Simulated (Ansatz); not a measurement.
SnAs:
```
CELL_PARAMETERS angstrom
      0.00000     2.87412     2.87412
      2.87412     0.00000     2.87412
      2.87412     2.87412     0.00000
ATOMIC_POSITIONS crystal
  Sn 0.00000 0.00000 0.00000
  As 0.50000 0.50000 0.50000
```

Relaxed with r²SCAN.

Map the valence electron density (e/Å³), cut off at 3 on the plane through (0.000, 0.000, 0.000) spanned by u = [1, 0, 0] and v = [0, 1, -1] in lattice vectors, from the program Ansatz at the r²SCAN level (PAW).

x is the fraction of u, y of v (the angle between them is 90°; rows are the nearest grid lines); atoms in the plane: Sn at (0.00, 0.00), As at (0.50, 0.50).
```
|999931000000000139999|
|999831000000000138999|
|999521000000000125999|
|985210000000000012589|
|332100000000000001233|
|111000001111100000111|
|000000111222111000000|
|000000124797421000000|
|000001149999941100000|
|000001279999972100000|
|000001299999992100000|
|000001279999972100000|
|000001149999941100000|
|000000124797421000000|
|000000111222111000000|
|111000001111100000111|
|332100000000000001233|
|985210000000000012589|
|999521000000000125999|
|999831000000000138999|
|999931000000000139999|
```
Scale: ten equal steps from 0.076 (start of '0') to 3.00 (end of '9'), in the order '0123456789'; x runs from 0.000 to 1.00, y from 0.000 (bottom) to 1.00 (top).

The density is the valence pseudo-density with augmentation charge, so density and ELF within about 1 Å of a nucleus are not all-electron values.

Space group Fm-3m (rock salt). The workflow started from an entry of the Crystallography Open Database (COD). Whether it is the stable phase at ambient conditions was not checked. The r²SCAN relaxation kept the symmetry of its start; its stability against distortions is not shown here. Spin–orbit coupling is left out wherever it is not named.

Potentials: the later of the program's two PAW sets.
